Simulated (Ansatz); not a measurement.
**Data sheet: NiBi3 (DFT)**

NiBi3:
Space group Pm-3m (No. 221); a = b = c = 4.6492 Å, α = β = γ = 90.00°

| atom | site | symmetry | x | y | z |
|---|---|---|---|---|---|
| Bi | 3c | 4/mm.m | 0.0000 | 0.5000 | 0.5000 |
| Ni | 1a | m-3m | 0.0000 | 0.0000 | 0.0000 |

Space group Pm-3m (No. 221), Cu3Au type; conventional cell a = b = c = 4.6492 Å, α = β = γ = 90.00°.

Method: PBEsol (plane waves, PAW; program Ansatz). The cell and atoms are relaxed at this level. Other levels are named where they apply.

**Cell and energy**

- Volume per atom = 25.12 Å³
- Density = 11.33 g/cm³
- Formation energy from the elements (no fitted shifts) = 427 meV/atom

**Electronic structure**

* **Electronic character**: metallic (no gap)
* **Density of states at the Fermi level**: 0.74 states/eV per atom (mean over ±0.08 eV)
* **Gap with spin–orbit coupling**: none (metallic)

**Magnetism**

* **Magnetic order**: non-magnetic (starting moments vanished)

**Mechanics**

Bulk modulus (Birch–Murnaghan fit): 69.5 GPa
Pressure derivative B′: 4.6
Elastic constants (relaxed ions, GPa): C11 = 77.3, C12 = 65.9, C44 = 21.7
Mechanical stability: stable (all eigenvalues of C positive)
Hill bulk and shear moduli: 69.7 and 12.7 GPa
Young's modulus: 36.1 GPa
Poisson's ratio: 0.41
Debye temperature from the elastic constants: 122 K

**Phonons**

* **Highest zone-centre frequency**: 13.1 meV
* **Zone-centre stability**: unstable, softest mode 92i cm⁻¹

The cell is a constructed one: a structure type filled with these elements; neither database checked (COD, Materials Project) lists it. Its standing as an ambient phase is unchecked. Symmetry was held in the PBEsol relaxation. The workflow began spin-polarised and lost its moments. As this level gives no gap, shear constants depend on the k-mesh and smearing (Fermi–Dirac, 0.1 eV here). As this level gives no gap, phonon frequencies hold no LO–TO term and depend on the k-mesh and smearing (Fermi–Dirac, 0.1 eV here). The references are the lowest solids computed at this level, not always the standard phases. Scalar-relativistic: spin–orbit coupling is off unless named, which matters more the heavier the elements.

Potentials: the earlier of the program's two PAW sets. The files were generated under PBE; for other functionals the program regenerates the frozen cores, and for LDA and PBEsol the local potential too.
